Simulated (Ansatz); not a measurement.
A geometry of MgTe2 away from equilibrium: step 3 of the relaxation of a relaxed MgTe2 cell, doubled along one cell vector, shaken by Gaussian noise of σ = 0.08 Å a coordinate. All values below come from r2SCAN (plane waves to 500 eV, PAW, scalar-relativistic; Ansatz, a quantum-chemistry and plane-wave program). Γ-centred k-mesh 6×3×5 on the run's cell (coarser than for final values), Fermi–Dirac smearing 0.05 eV.

```xyz
6
Lattice="4.1177 -2.0311 -0.0039 8.2634 4.1186 -0.0306 -1.1997 -0.0190 5.4230" Properties=species:S:1:pos:R:3 pbc="T T T"
Mg    -0.1410    -0.0455     0.1100
Mg     4.2561     2.1063    -0.1305
Te     5.8909    -0.0197     1.0793
Te     9.8477     2.1202     1.7092
Te     1.1730    -0.0146     4.0735
Te     5.5022     2.1121     3.8592
```

Q: Which atoms carry the largest force, and which way does it point?

A: 0.35 eV/Å, on Te5 (atoms numbered as listed); on Te5 its components are (-0.09, 0.16, 0.30).

Q: What is the pressure?

A: +0.2 GPa, compression positive.

Q: How far above the relaxed end point is this geometry?

A: 0.06 eV/atom; the path ends in P-1 (No. 2) at a tolerance of 0.01 Å, C2/m (No. 12) at 0.1 Å.

The relaxed cell holds bonded Te–Te pairs (2.78 Å). No spin polarisation in the result.

The end of the path is a generated cell of MgTe2: the first start was made by placing the elements on the sites of a structure type, and the end was not matched to a known phase here, so it may be hypothetical.
